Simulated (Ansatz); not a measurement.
Ansatz (a quantum-chemistry and plane-wave program) input:

Ansatz 0.2 input:
```yaml
crystal:
  lattice:
    - [0.0, 4.1952842297, 4.1952842297]
    - [4.1952842297, 0.0, 4.1952842297]
    - [4.1952842297, 4.1952842297, 0.0]
  atoms:
    - { symbol: Ba, position: [0.75, 0.75, 0.75] }
    - { symbol: Ba, position: [0.25, 0.25, 0.25] }
    - { symbol: Ca, position: [0.0, 0.0, 0.0] }
    - { symbol: Mo, position: [0.5, 0.5, 0.5] }
    - { symbol: O, position: [0.7288037143, 0.7288037143, 0.2711962857] }
    - { symbol: O, position: [0.2711962857, 0.2711962857, 0.7288037143] }
    - { symbol: O, position: [0.2711962857, 0.7288037143, 0.7288037143] }
    - { symbol: O, position: [0.7288037143, 0.2711962857, 0.2711962857] }
    - { symbol: O, position: [0.7288037143, 0.2711962857, 0.7288037143] }
    - { symbol: O, position: [0.2711962857, 0.7288037143, 0.2711962857] }
kpoints:
  mp_grid: { grid: [6, 6, 6] }
hamiltonian:
  xc: r2scan
  pseudopotentials: { kind: paw }
scf:
  occupations: { method: fixed }
checkpoint: { read: static.run }
output: { write_density: true, elf: true, volumetric_format: npy }
basis: { fft_grid_basis: typed }
```

Output (shortened):

```
Pseudopotential: Ba, paw, valence charge 10
Pseudopotential: Ca, paw, valence charge 10
Pseudopotential: Mo, paw, valence charge 14
Pseudopotential: O, paw, valence charge 6
Functional definition: r2SCAN
Crystal: 10 atoms, lattice volume = 147.677 Å³
Basis set: ecut = 500 eV, 3719 PW (Γ), exchange–correlation on 180×180×180 points (64 copies of the dense FFT grid, shifted against one another)
Bands: 50, of which v1, the nominal top of the filled ones, is band 40 counted from 1 (39 counted from 0)
Symmetry: 48 space group operations
Space group: Fm-3m (ITA 225), of the structure as read, at distance tolerance 5.3e-5 Å
k-points: 16 of 216
Stability of the state it starts from, as read at its close in the unpolarized treatment …
iter 1 solved again at ethr=7.31e-8 eV; its pass at ethr=3.10e-3 eV (dr2=5.85e-5 eV) is discarded
SCF iter   1: F=—  HF=-22143.568135 eV  |F-HF|=—  |Δ(HF+E_count)|=         —  Δρ=3.93e-7  dr2=2.07e-10  dr2_τ=1.66e-11  ethr=7.31e-8  ⟨swp⟩=3.1  Hψ=4878  notcnv=0  defer=117
preconditioner: auto → Resta (q_TF=auto, 2.463 Å⁻¹)
SCF iter   2: F=-22143.568135 eV  HF=-22143.568135 eV  |F-HF|=1.31e-10  |Δ(HF+E_count)|=   1.13e-8  Δρ=3.38e-7  dr2=1.75e-10  dr2_τ=3.80e-11  ethr=1.00e-12  ⟨swp⟩=14.6  Hψ=4930  notcnv=0
SCF 1 converged in 2 iterations: F = -22143.568135 eV  dr2 = 1.75e-10
SCF converged after 2 iterations
Free energy (F): -22143.568135 eV
Harris-Foulkes:  -22143.568135 eV  (|F-HF|=1.31e-10)
Internal energy: -22143.568135 eV  (E = F + TS)
E sigma→0 (E₀):  -22143.568135 eV
Fermi energy:    8.785745 eV
--- Per-component energies (eV) ---
  E_band       = -347.991904
  E_kinetic    = 2115.896841
  E_local      = -4680.003111  (includes V_loc(G=0)·N_el)
  E_nonlocal   = 594.510511
  E_hartree    = 1709.065732
  E_xc         = -1076.096779
  E_vxc        = -1387.883904  (∫ρ·V_xc dr)
  E_paw        = -15540.280601  (= ΣΔE_a)
  E_vpaw       = -492.797159  (= ΣTr[D̂ρ^β])
  E_aug_tail   = 0.005875  (compensation charges beyond the density's cutoff)
  E_vtau       = 84.147741  (kinetic-family band-sum trace: ∫τ·v_τ [+ j·A + Jᵃ·Aᵃ] dr)
  E_ewald      = -5266.173920
  E_core_change = -0.492683  (= ΣΔE_core)
  E_smearing   =  0.000000  (= −TS)
  E_closure    = 0.000000  (closes the sum)
  Σ components = -22143.568135   (vs F -22143.568135, Δ=0.00e0)
  [band-id]    e_kinetic+e_local+e_nonlocal+2·e_hartree+e_vxc+e_vpaw+e_augmentation_tail+e_vtau = -347.991743   (vs E_band -347.991904, Δ=1.61e-4)
--- Band table (eV; the first three rows and the last of 16) ---
  k-point 0: bands = ["-54.6740", "-29.7542", "-27.9996", "-27.9996", "-27.9996", "-17.3176", "-17.1856", "-10.3869", "-10.3869", "-10.3869", "-8.9160", "-8.5484", "-8.5484", "-7.4992", "-7.4992", "-7.4992", "-2.4884", "-2.4884", "-2.4884", "-2.0213", …
  k-point 1: bands = ["-54.6740", "-29.7542", "-27.9996", "-27.9996", "-27.9996", "-17.3071", "-17.1929", "-10.4193", "-10.4048", "-10.4048", "-8.8431", "-8.4757", "-8.4757", "-7.6087", "-7.5682", "-7.5682", "-2.4330", "-2.4330", "-2.3521", "-2.0268", …
  k-point 2: bands = ["-54.6740", "-29.7542", "-27.9997", "-27.9996", "-27.9996", "-17.2797", "-17.2138", "-10.4837", "-10.4390", "-10.4390", "-8.6389", "-8.2866", "-8.2866", "-7.8832", "-7.7513", "-7.7513", "-2.2997", "-2.2997", "-2.0602", "-2.0593", …
  k-point 15: bands = ["-54.6740", "-29.7541", "-27.9999", "-27.9998", "-27.9997", "-17.2532", "-17.2318", "-10.4737", "-10.3976", "-10.3832", "-8.9208", "-8.6737", "-8.3514", "-7.8318", "-7.5462", "-7.4968", "-2.0811", "-2.0678", "-1.9994", "-1.9563", …
```

Cost: very roughly 10 core-seconds on shared cores.

The workflow started from a Materials Project entry (that database holds measured and hypothetical structures alike); the Crystallography Open Database files this formula in space group No. 225, but the cells were not matched. Whether it is the stable phase at ambient conditions was not checked. Symmetry was held in the r²SCAN relaxation; whether a distortion lowers the energy is not shown. No spin polarisation was allowed. No Hubbard U is applied. Spin–orbit coupling is left out wherever it is not named.

Potentials: the later of the program's two PAW sets.

Ansatz is a plane-wave DFT program.
